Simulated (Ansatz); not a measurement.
## Structure optimisation: platinum, omega (AlB2-type)

All numbers below come from Ansatz 0.2.0, DFT, r2SCAN, plane waves (500 eV) with PAW, scalar-relativistic. The PAW files were generated under PBE, with cores re-solved for the functional.

k-point mesh 8×8×12, Fermi-Dirac smearing 0.05 eV, starting moments 1.00 ×3 μB. Cell and atoms relax.

Starting structure:

```
Pt
1.0
     4.40203    0.00000    0.00000
    -2.20101    3.81227    0.00000
     0.00000    0.00000    2.69844
Pt
3
Direct
  0.00000 0.00000 0.00000
  0.33333 0.66667 0.50000
  0.66667 0.33333 0.50000
```

The pressure at the start is 11.1 GPa. By how much does the volume change?

From 15.09 to 15.68 Å³ per atom, 3.9 %. The final cell has a = 4.501 Å, c = 2.681 Å (c/a = 0.596).

How much energy does the relaxation gain?

29.4 meV per atom.

Which magnetic state does it end in?

ferromagnetic, net 0.21 μB per atom; moments -0.23, -0.20 ×2 μB.
